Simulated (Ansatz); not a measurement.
SrMgF₄:
```
CELL_PARAMETERS angstrom
      1.96503    -7.24227     0.00000
      1.96503     7.24227     0.00000
      0.00000     0.00000     5.60629
ATOMIC_POSITIONS crystal
  Sr 0.34019 0.65981 0.03924
  Sr 0.65981 0.34019 0.53924
  Mg 0.91601 0.08399 0.59485
  Mg 0.08399 0.91601 0.09485
  F  0.83858 0.16142 0.30814
  F  0.16142 0.83858 0.80814
  F  0.03528 0.96472 0.43378
  F  0.96472 0.03528 0.93378
  F  0.79786 0.20214 0.78723
  F  0.20214 0.79786 0.28723
  F  0.41417 0.58583 0.61975
  F  0.58583 0.41417 0.11975
```

This is the PBEsol-relaxed structure. x, y and z are the axes in which the lattice vectors are written.

All from plane-wave PAW PBEsol (Ansatz code), unless another level is named. Estimate the bulk modulus (Birch–Murnaghan fit).

66.5 GPa.

Next, the piezoelectric stress constants (proper, relaxed ions, C/m²)?

e15 = 0.08, e24 = 1.33, e33 = -0.36.

And the elastic constants (relaxed ions, GPa)?

C11 = 169, C22 = 89.5, C33 = 108, C12 = 37.6, C13 = 66.2, C23 = 43.5, C44 = 17.7, C55 = 53.5, C66 = 30.5.

Give the highest zone-centre frequency (without LO–TO term).

15.17 THz.

Space group Cmc2_1. The first step of the workflow began from a Materials Project structure, measured or hypothetical; the Crystallography Open Database files this formula in space group No. 36, but the cells were not matched. Whether it is the stable phase at ambient conditions was not checked. The PBEsol relaxation kept the symmetry of its start; of distortions, only those at the zone centre were tested.

Potentials: the earlier of the program's two PAW sets.
